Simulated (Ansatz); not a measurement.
SiC (6H type, space group P6_3mc)

```yaml
crystal:
  lattice:
    - [3.09500, 0.00000, 0.00000]
    - [-1.54750, 2.68035, 0.00000]
    - [0.00000, 0.00000, 15.18649]
  atoms:
    - { symbol: Si, position: [0.00000, 0.00000, 0.99982] }
    - { symbol: Si, position: [0.00000, 0.00000, 0.49982] }
    - { symbol: Si, position: [0.66667, 0.33333, 0.83309] }
    - { symbol: Si, position: [0.33333, 0.66667, 0.33309] }
    - { symbol: Si, position: [0.66667, 0.33333, 0.16660] }
    - { symbol: Si, position: [0.33333, 0.66667, 0.66660] }
    - { symbol: C, position: [0.00000, 0.00000, 0.87447] }
    - { symbol: C, position: [0.00000, 0.00000, 0.37447] }
    - { symbol: C, position: [0.66667, 0.33333, 0.70810] }
    - { symbol: C, position: [0.33333, 0.66667, 0.20810] }
    - { symbol: C, position: [0.66667, 0.33333, 0.04161] }
    - { symbol: C, position: [0.33333, 0.66667, 0.54161] }
```

Equation-of-state scan: isotropic scaling of the cell above, V₀ being its volume. The atoms relax within the cell's symmetry.

These are PBE (plane waves to 420 eV, PAW, scalar-relativistic; Ansatz, an electronic-structure program) values and carry that method's errors. k mesh 10×10×2 (Γ-centred), Fermi-Dirac smearing 0.05 eV. Energies are smeared free energies. Stress and pressure are positive under compression. SiC was relaxed with its symmetry unable to fall. The PAW data are Ansatz's earlier set. ΔE is measured from the relaxed starting cell.

Q: Give the computed ΔE (eV/atom) and P (GPa) at V/V₀ = 0.940, 0.952, 0.988, 1.012, 1.024, 1.036.

A: 
| V/V₀ | ΔE (eV/atom) | P (GPa) |
|---|---|---|
| 0.940 | 0.0278 | 14.9 |
| 0.952 | 0.0174 | 11.6 |
| 0.988 | 0.0010 | 2.6 |
| 1.012 | 0.0010 | -2.5 |
| 1.024 | 0.0039 | -4.8 |
| 1.036 | 0.0085 | -7.0 |

(A scan under strain: stresses follow from slopes of the energy per volume, elastic moduli from its curvatures.)
